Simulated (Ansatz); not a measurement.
NaI (rock salt, Fm-3m), plane-wave PAW PBE (Ansatz code). The conduction-band minimum lies at Γ, with 1 equivalent valley. Second derivatives d²E/dk² of the lowest band at one valley (eV·Å²), along Cartesian directions:

```
direction  d²E/dk²
---------  -------
[100]        28.03
[010]        28.03
[001]        28.03
[110]        28.02
[101]        28.02
[011]        28.02
```

Problem. Find the principal effective masses, the density-of-states mass and the conductivity mass.

Solution. Off-diagonal terms follow from H_xy = H[110] − (H_xx + H_yy)/2, and m*/mₑ = 7.620 eV·Å² over each eigenvalue: 0.27, 0.27, 0.27. One valley's DOS mass (m₁m₂m₃)^(1/3) = 0.27, conductivity mass 3/(Σ 1/mᵢ) = 0.27 mₑ.

Problem. What effective density of states Nc follows at 300 K for parabolic valleys?

Solution. Nc = 2.509e19 × 1 × (0.27)^(3/2) ≈ 3.5e18 cm⁻³.

Problem. With the computed static dielectric constant 8.31 (mean of the diagonal), estimate a hydrogenic donor's binding energy and radius.

Solution. E = 13.606 eV × 0.27/8.31² ≈ 53 meV; a = 0.529 Å × ε/m* ≈ 16 Å. Semilocal masses tend to be too small where the gap is.

Problem. With ε∞ = 3.33 and ω_LO = 163 cm⁻¹, what Fröhlich coupling constant follows?

Solution. α = (1/ε∞ − 1/ε0) √(m* × 13.606 eV/ħω_LO) = 2.4.

The cell was relaxed with PBE under the symmetry of its start; phonons on a q-mesh show no instability. Spin–orbit coupling is left out wherever it is not named.

Potentials: the later of the program's two PAW sets.
